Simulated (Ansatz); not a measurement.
Relaxed-ion elastic tensor of GaAs in space group P6_3mc (No. 186; Ga on 2b, As on 2b, Ga on 2a, As on 2a) in GPa (Voigt order), plane-wave PAW r²SCAN (Ansatz code); density 5.28 g/cm³, 22.74 Å³ per atom.

```json
[
 {"": "1", "1": "141", "2": "44.9", "3": "29.9", "4": "0.0", "5": "0.0", "6": "0.0"},
 {"": "2", "1": "44.9", "2": "141", "3": "29.9", "4": "0.0", "5": "0.0", "6": "0.0"},
 {"": "3", "1": "29.9", "2": "29.9", "3": "159", "4": "0.0", "5": "0.0", "6": "0.0"},
 {"": "4", "1": "0.0", "2": "0.0", "3": "0.0", "4": "40.4", "5": "0.0", "6": "0.0"},
 {"": "5", "1": "0.0", "2": "0.0", "3": "0.0", "4": "0.0", "5": "40.4", "6": "0.0"},
 {"": "6", "1": "0.0", "2": "0.0", "3": "0.0", "4": "0.0", "5": "0.0", "6": "48.1"}
]
```

Problem. Is the crystal mechanically stable?

Solution. Yes: the smallest eigenvalue of C is 40.4 GPa.

Problem. Work out the Voigt, Reuss and Hill averages.

Solution. K_V = 72.3, K_R = 72.3, K_H = 72.3; G_V = 48.2, G_R = 46.9, G_H = 47.5 GPa.

Problem. Give Young's modulus, Poisson's ratio, Pugh's ratio and the universal anisotropy index.

Solution. E = 9KG/(3K + G) = 117 GPa; ν = 0.23; K/G = 1.52 (brittle by the Pugh limit of 1.75); A_U = 5G_V/G_R + K_V/K_R − 6 = 0.15.

Problem. Estimate the sound speeds and the Debye temperature.

Solution. v_l = √((K + 4G/3)/ρ) = 5070 m/s, v_t = √(G/ρ) = 3000 m/s, mean 3320 m/s; Θ = (h/k)(3n/4πV)^(1/3) v_m = 349 K.

Problem. How much does each axis shrink under pressure?

Solution. Linear compressibilities β_i = Σ_j S_ij (j = 1 to 3): x 4.6, y 4.6, z 4.5 per TPa.

The start of the workflow was typed in or built on a structure type; the Crystallography Open Database copy checked does not list it. It is not the phase usual at ambient conditions (space group No. 216). The r²SCAN relaxation kept the symmetry of its start; its stability against distortions is not shown here.

Potentials: the later of the program's two PAW sets.
